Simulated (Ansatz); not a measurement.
TiTe2:
```
TiTe2
1.0
    3.77744     0.00000     0.00000
   -1.88872     3.27136     0.00000
    0.00000     0.00000    33.00000
Ti Te
1 2
Direct
  0.00000   0.00000   0.50000
  0.33333   0.66667   0.44825
  0.66667   0.33333   0.55175
```
The layer is periodic in x and y and isolated along z.

Relaxed with r²SCAN+D4. Special points in fractions of this cell's reciprocal vectors: Γ (0.000, 0.000, 0.000); M (0.500, 0.000, 0.000); K (0.333, 0.333, 0.000).

List the band energies nearest the Fermi level at these points for plane-wave PAW r²SCAN+D4 (Ansatz code).

In eV from the Fermi level; about four levels below and three above (degenerate sets whole), none deeper than 8.9 eV; points with the same levels are listed once.

```json
[
 {"k": "Γ", "below": "-4.49 -1.87 -1.87 -1.54", "above": "0.36 0.36 0.63"},
 {"k": "M", "below": "-2.12 -2.01 -0.97 -0.09", "above": "1.16 1.55 3.02 3.02"},
 {"k": "K", "below": "-3.92 -3.92 -2.93 -2.21 -2.21", "above": "1.09 1.25 1.25"}
]
```

Space group P-3m1 (1T). The layer was cut from a bulk entry of the Materials Project (measured or hypothetical); whether that bulk phase is the ambient one, and whether the layer has been isolated, was not checked. The r²SCAN+D4 relaxation kept the symmetry of its start; its stability against distortions is not shown here. The run is not spin-polarised. Spin–orbit coupling is left out wherever it is not named.

Potentials: the later of the program's two PAW sets.
